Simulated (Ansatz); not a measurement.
Relaxed CsCdCl3 (cubic perovskite):

```xyz
10
Lattice="10.2262 0.0000 0.0000 5.1131 5.1131 0.0000 0.0000 0.0000 5.1131" Properties=species:S:1:pos:R:3 pbc="T T T"
Cs     0.0000     0.0000     0.0000
Cs     5.1131     0.0000     0.0000
Cd    12.7828     2.5566     2.5566
Cd     7.6697     2.5566     2.5566
Cl    10.2262     2.5566     2.5566
Cl     5.1131     2.5566     2.5566
Cl     2.5566     0.0000     2.5566
Cl     7.6697     0.0000     2.5566
Cl    12.7828     2.5566     0.0000
Cl     7.6697     2.5566     0.0000
```

The atoms are displaced by Q × the pattern below (from a DFPT mode at M = (0.5, 0.5, 0.0), largest move 1; Q in Å), at fixed cell. It is one choice among 2 degenerate patterns. (q is in reciprocal vectors of the primitive cell; the cell shown is doubled to hold the pattern.)

```tsv
atom	x	y	z
Cs1	-0.135	0.000	0.000
Cs2	0.135	0.000	0.000
Cd3	0.000	1.000	0.000
Cd4	0.000	-1.000	0.000
Cl9	0.000	-0.083	0.000
Cl10	0.000	0.083	0.000
```

Atoms not listed stay in place.

All values below come from LDA (plane waves to 420 eV, PAW, scalar-relativistic; Ansatz, a program for electronic structure). k mesh 7×7×7 (Γ-centred), Fermi-Dirac smearing 0.05 eV. CsCdCl3 was relaxed with its symmetry unable to fall. 

```csv
Q (Å),−dE/dQ from forces (eV/Å)
-0.100,1.675
-0.083,1.383
-0.067,1.099
-0.050,0.820
-0.033,0.544
-0.017,0.272
0.000,0.000
0.017,-0.272
0.033,-0.544
0.050,-0.820
0.067,-1.099
0.083,-1.383
0.100,-1.675
```

**Question.** What harmonic wavenumber does the curvature at Q = 0 give?

**Answer.** 139 cm⁻¹. E″ = 16.28 eV/Å², M = Σ mᵢ|uᵢ|² = 230.2 u, ν̃ = 521.5·√(|E″|/M).

(A displaced cell: forces are minus the slopes of the energy, force constants its curvatures, and phonons follow from these.)
